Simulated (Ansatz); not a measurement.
Elastic constants of Be3N2 at 8 GPa (stress–strain coefficients): input and output

Theory: DFT PBEsol, scalar-relativistic, plane waves, PAW (Ansatz 0.2.0).

It can be run as:
```bash
ansatz run input.yaml --threads 1 --pin off --backend cpu --events-out ev --progress --plain --runs-dir out  # memory cap (--max-ram) not shown
```

Input (bare energies are in eV):
```yaml
crystal:
  lattice:
    - [1.4024464416, 0.8097028306, 4.7872651421]
    - [-1.4024464416, 0.8097028306, 4.7872651421]
    - [0.0, -1.6194056612, 4.7872651421]
  atoms:
    - { symbol: Be, position: [0.8584646146, 0.8584646146, 0.8584646146] }
    - { symbol: Be, position: [0.3178881823, 0.3178881823, 0.3178881823] }
    - { symbol: Be, position: [0.0888532628, 0.0888532628, 0.0888532628] }
    - { symbol: "N", position: [0.204331078, 0.204331078, 0.204331078] }
    - { symbol: "N", position: [0.7085628622, 0.7085628622, 0.7085628622] }
basis:
  ecutwfc: 420
kpoints:
  mp_grid: { grid: [9, 9, 9] }
hamiltonian:
  xc: pbesol
scf:
  occupations: { method: fixed }
output:
  forces: true
  stress: true
  eigenvalues: true
  polarization: {}
elastic:
  mode: relaxed_ion
  stencil: two_point
```

From the output:
```
--- Elastic constants: 3 strain directions × 2 members + reference (group order 6) ---
  dense FFT box of the reference and of every strained cell: 36×36×36
  strains applied: 11, 33, 23; error gains: componentwise 1.00 (the most a stress slope's error grows in a printed constant), spectral 1.41 (1 for all six strains in a standard setting)
  reference relaxed by the batch: 3 steps; max|allowed force component| 2.66e-4 eV/Å at the deck's positions, 1.09e-5 at the last accepted step, 1.10e-5 by the solve of record
  largest displacement 8.7e-6 Å; the constants are those of the deck's cell at these positions:
  atoms:
    - { symbol: Be, position: [0.8584644553643836, 0.8584644553643836, 0.8584644553643836] }
    - { symbol: Be, position: [0.3178887871662703, 0.3178887871662703, 0.3178887871662703] }
    - { symbol: Be, position: [0.08885282830175897, 0.08885282830175897, 0.08885282830175897] }
    - { symbol: N, position: [0.20433105790480457, 0.20433105790480457, 0.20433105790480457] }
    - { symbol: N, position: [0.7085628711627829, 0.7085628711627829, 0.7085628711627829] }
  C = ∂σ_k/∂η_j (tension-positive GPa; Voigt order 11 22 33 23 13 12):
       512.982    153.896     99.844    -12.682      0.000      0.000
       153.896    512.982     99.844     12.682      0.000      0.000
        99.790     99.790    471.776     -0.000      0.000      0.000
       -12.647     12.647      0.000    164.031      0.000      0.000
         0.000     -0.000      0.000     -0.000    164.031    -12.647
        -0.000      0.000      0.000     -0.000    -12.682    179.543
  reference stress σ⁰ (GPa):     -7.994     -7.994     -7.991     -0.000      0.000     -0.000
  C* (energy form; C + prestress term) asymmetry max|C*_kj − C*_jk| = 5.219e-2 GPa — a small one proves nothing (zero by symmetry where the batch's group is 432, −43m or m−3m); a large one is finite-difference/SCF noise where every solve ...
  moduli (Voigt/Reuss/Hill, GPa): K = 244.98/243.31/244.15   G = 177.80/175.76/176.78   E = 427.23   ν = 0.208
  mechanically stable: yes (min eigenvalue of sym C = 156.94 GPa)
  e, the proper piezoelectric tensor (elastic.mode: relaxed_ion; C/m²; rows x y z; Voigt order 11 22 33 23 13 12):
      -0.00000    0.00000   -0.00000    0.00000   -0.27794    0.45087
       0.45087   -0.45087    0.00000   -0.27794    0.00000    0.00000
      -0.79544   -0.79544    1.93657   -0.00000    0.00000    0.00000
  ±, each entry's uncertainty from the finite density of the strings (C/m²), an estimate: the size of the correction for it that the entry includes:
       0.00000    0.00000    0.00000    0.00000    0.00051    0.00077
       0.00077    0.00077    0.00000    0.00051    0.00000    0.00000
       0.00492    0.00492    0.00679    0.00000    0.00000    0.00000
  the group's symmetry takes up to 7.0e-5 C/m² out of the measured responses: error of the strings' finite density and of the mesh across them, as far as it breaks the symmetry (raise kpoints.mp_grid and any string_points); the largest step ...
  strain η (Voigt 11):  stress-route row diagonal C_11 = 512.98 GPa, energy-path curvature d²(F+E_count+ΔE)/dδ²/Ω₀ = 512.75 GPa
         δ    σ_11 (GPa) F (eV) n_scf n_hpsi n_pw
    -2.000e-3      -9.0277       -1033.4795251      10   49174    652   relax 5 steps, max|allowed force component| 2.12e-5 eV/Å
     2.000e-3      -6.9757       -1033.4860604      10   49235    663   relax 5 steps, max|allowed force component| 1.84e-5 eV/Å
  strain η (Voigt 33):  stress-route row diagonal C_33 = 471.78 GPa, energy-path curvature d²(F+E_count+ΔE)/dδ²/Ω₀ = 472.17 GPa
         δ    σ_33 (GPa) F (eV) n_scf n_hpsi n_pw
    -2.000e-3      -8.9428       -1033.4796115      10   20441    663   relax 6 steps, max|allowed force component| 1.19e-5 eV/Å
     2.000e-3      -7.0557       -1033.4860880      10   20356    665   relax 6 steps, max|allowed force component| 1.17e-5 eV/Å
  strain η (Voigt 23):  stress-route row diagonal C_44 = 164.03 GPa, energy-path curvature d²(F+E_count+ΔE)/dδ²/Ω₀ = 168.31 GPa
         δ    σ_23 (GPa) F (eV) n_scf n_hpsi n_pw
    -2.000e-3      -0.3291       -1033.4829339      10   49127    659   relax 5 steps, max|allowed force component| 4.25e-5 eV/Å
     2.000e-3       0.3270       -1033.4829344      10   49180    659   relax 5 steps, max|allowed force component| 4.05e-5 eV/Å
--- Formal polarisation (Berry phase): one branch of a lattice of values; only differences between neighbouring runs are physical ---
  axis mesh electronic ionic p = total spread (rad) least overlap resolved gap  δp at fixed H ≤   (phases in cycles; p mod 1; gap in eV; gap and δp judge the states as solved, not the mesh's step, its ...
  b1    9×9×9           0.69358758     7.09488179     7.78846937      0.073695         0.9365        4.0803           1.9e-6
  b2    9×9×9           0.69358758     7.09488179     7.78846937      0.073695         0.9365        4.0803           1.9e-6
  b3    9×9×9           0.69358758     7.09488179     7.78846937      0.073695         0.9365        4.0803           1.9e-6
  quantum along a1:   0.15493981 e/Å² =   248.240945 µC/cm²
  quantum along a2:   0.15493981 e/Å² =   248.240945 µC/cm²
  quantum along a3:   0.15493981 e/Å² =   248.240945 µC/cm²
  P = (  0.00000000,   0.00000000,   3.42933710) e/Å² = (    0.000000,     0.000000,  5494.403776) µC/cm²  (mod the quanta)
```

Other phases may be more stable at this pressure.